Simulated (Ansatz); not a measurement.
# MoS2: from a starting cell to a relaxed one

The start is a generated cell, MoS2 placed in the AFLOW prototype AB2_hP6_194_c_ad (B8_2, as in InNi2). The structure is fully relaxed (lattice and positions, P = 0) with PBEsol (plane waves to 420 eV, PAW, scalar-relativistic; Ansatz, a program for electronic structure). The first steps use a coarse 6×6×4 k-mesh.

Initial structure:
```
CELL_PARAMETERS angstrom
      4.65145     0.00000     0.00000
     -2.32572     4.02827     0.00000
      0.00000     0.00000     5.69930
ATOMIC_POSITIONS crystal
  Mo 0.33333 0.66667 0.25000
  Mo 0.66667 0.33333 0.75000
  S  0.00000 0.00000 0.00000
  S  0.00000 0.00000 0.50000
  S  0.33333 0.66667 0.75000
  S  0.66667 0.33333 0.25000
```

Problem. What pressure does the first self-consistent step give?

Solution. -23 GPa (negative: the cell is under tension).

Problem. How much energy is released per atom?

Solution. 0.33 eV/atom.

Problem. How does the volume change?

Solution. -20.2 %, from 17.80 to 14.21 Å³/atom.

Problem. What band gap does the relaxed structure have at this level?

Solution. No gap (metallic).

Problem. What does it relax into? Give the structure.

Solution. 
```cif
data_Mo2S4
_chemical_formula_sum 'Mo2 S4'
_space_group_name_H-M_alt 'P63/mmc'
_space_group_IT_number 194
_space_group_name_Hall '-P 6c 2c'
_cell_length_a 4.26123
_cell_length_b 4.26123
_cell_length_c 5.42176
_cell_angle_alpha 90.000
_cell_angle_beta 90.000
_cell_angle_gamma 120.000
loop_
_atom_site_label
_atom_site_type_symbol
_atom_site_symmetry_multiplicity
_atom_site_Wyckoff_symbol
_atom_site_fract_x
_atom_site_fract_y
_atom_site_fract_z
_atom_site_occupancy
Mo1 Mo 2 c 0.33333 0.66667 0.25000 1
S1 S 2 a 0.00000 0.00000 0.00000 1
S2 S 2 d 0.66667 0.33333 0.25000 1
```

The space group stays P6₃/mmc (No. 194) (the run could not lower it); the end is AFLOW prototype AB2_hP6_194_c_ad (B8_2, as in InNi2), with 6 atoms in the primitive cell. Final values are on a 13×13×9 k-mesh of the relaxed cell. No spin polarisation in the result. A magnetic state may lie lower.

The run could not lose the symmetry of its start.

All atoms sit on sites fixed by symmetry, so only the cell could relax.

The first start was generated by placing the elements on the sites of a structure type. A measured structure of MoS2 has the same space group, P6₃/mmc (No. 194); the sites were not compared with it.
